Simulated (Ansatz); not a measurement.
Task: Name crystals whose computed values (plane-wave PAW r²SCAN+D4 (Ansatz code)) fall in these windows: gap (eV) 2.7 to 3.4; B₀ by P(V) fit (GPa) 4.8 to 6.6; electron conductivity mass (mₑ) 0.17 to 0.23.

Result: 

| crystal | gap (eV) | B₀ by P(V) fit (GPa) | electron conductivity mass (mₑ) |
|---|---|---|---|
| HCl, I4/mmm (H on 2a, Cl on 2b) | 3.04 | 5.7 | 0.20 |
Others may fit too.

Gas or liquid at ambient conditions: HCl, I4/mmm (H on 2a, Cl on 2b). The cell was relaxed under the symmetry of its start.

Potentials: the later of the program's two PAW sets.
